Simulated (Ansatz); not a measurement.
Structure: La3GaN4, ordered on the wurtzite lattice (Cm) with 8 atoms a cell (no longer in that coordination), at its r2SCAN minimum. It is monoclinic, Cm (No. 8); conventional cell a = 12.905 Å, b = 3.885 Å, c = 6.546 Å, β = 115.1°, 18.58 Å³ an atom. Ga has 4 N at 1.93–2.25 Å; La has 5 N at 2.35–2.69 Å; N has 1 Ga at 1.96 Å and 3 La at 2.35–2.43 Å; N has 1 Ga at 1.93 Å and 3 La at 2.47–2.69 Å; La has 4 N at 2.23–2.61 Å; La has 4 N at 2.40–2.54 Å; N has 4 La at 2.23–2.41 Å; N has 2 Ga at 2.25 Å and 3 La at 2.54–2.61 Å.

```
CELL_PARAMETERS angstrom
6.45267 -1.94235 0.02774
6.45267 1.94235 0.02774
-2.79856 0.00000 5.91771
ATOMIC_POSITIONS crystal
Ga 0.98213 0.98213 0.32603
La 0.29201 0.29201 0.98529
N 0.81449 0.81449 0.20256
N 0.08136 0.08136 0.64453
La 0.51771 0.51771 0.79359
La 0.72277 0.72277 0.45851
N 0.32761 0.32761 0.65286
N 0.51191 0.51191 0.18663
```

The questions ask for values computed with the plane-wave code Ansatz on this geometry. These are computed values for a spin-unpolarised cell that may be hypothetical; none is a measurement.

Given (8×8×4 mesh): PBE gives an indirect gap of 0.47 eV, from D₂–A (0.10 of the way from D₂) to Γ; the least direct gap is 1.23 eV at Γ.

Problem. What does HSE06 give for the gap (4×4×4 mesh)?

Solution. The HSE06 gap is indirect, 1.35 eV (k = (0.229, -0.234, -1/2) to Γ), below the direct gap of 2.13 eV at Γ. The gap differs by +0.88 eV from PBE's.

Problem. What does PBE0 give for the gap (4×4×4 mesh)?

Solution. With PBE0 the valence top lies at k = (0.229, -0.234, -1/2) and the conduction bottom at Γ, 2.02 eV higher; the smallest vertical gap, at Γ, is 2.79 eV. The gap differs by +1.55 eV from PBE's.

Problem. How strongly does the crystal screen a field with clamped ions (r2SCAN)?

Solution. The electronic dielectric tensor ε∞ is a tensor with principal values 6.97, 7.95, 7.99. Born charges, averaged over directions: Ga +2.63, La +3.60 to +4.12, N -3.77 to -3.31 e. The program notes that the ground state's band table doesn't vouch for all the bands that the response reads.

Spin-orbit coupling is left out.

Where an edge lies off the special points, it is a point of the mesh or the k point where a search put PBE's edge or least direct gap, reused for the other functionals, whose own edges may lie a little apart; PBE's own value is read along its path and can be a few hundredths of an eV high.

Coordinates of k points refer to the reciprocal vectors of the primitive cell of the runs.

The meshes of the hybrids are coarse, so their gaps aren't converged to the digits shown.
